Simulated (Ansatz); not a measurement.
KTaO3:
```
KTaO3
1.0
    3.98932     0.00000     0.00000
    0.00000     3.98932     0.00000
    0.00000     0.00000     3.98932
K Ta O
1 1 3
Direct
  0.50000   0.50000   0.50000
  0.00000   0.00000   0.00000
  0.00000   0.50000   0.00000
  0.50000   0.00000   0.00000
  0.00000   0.00000   0.50000
```

Relaxed with r²SCAN. Special points in fractions of this cell's reciprocal vectors: Γ (0.000, 0.000, 0.000); X (0.000, 0.500, 0.000); M (0.500, 0.500, 0.000); R (0.500, 0.500, 0.500).

Problem. List the band energies nearest the valence-band maximum at these points for r²SCAN with spin–orbit coupling in the plane-wave PAW code Ansatz.

Solution. In eV from the valence-band maximum; about four levels below and three above (degenerate sets whole), none deeper than 8.9 eV; points with the same levels are listed once.

| k | below | above |
|---|---|---|
| Γ | -0.60 -0.60 -0.60 -0.60 | 2.49 2.49 2.49 2.49 |
| X | -0.96 -0.96 -0.81 -0.81 | 2.78 2.78 5.32 5.32 |
| M | -1.44 -1.44 -0.04 -0.04 | 5.34 5.34 5.61 5.61 |
| R | 0.00 0.00 0.00 0.00 | 6.78 6.78 6.78 6.78 |

Space group Pm-3m (cubic perovskite). Symmetry was held in the r²SCAN relaxation; phonons on a q-mesh show no instability. No spin polarisation was allowed.

Potentials: the earlier of the program's two PAW sets.
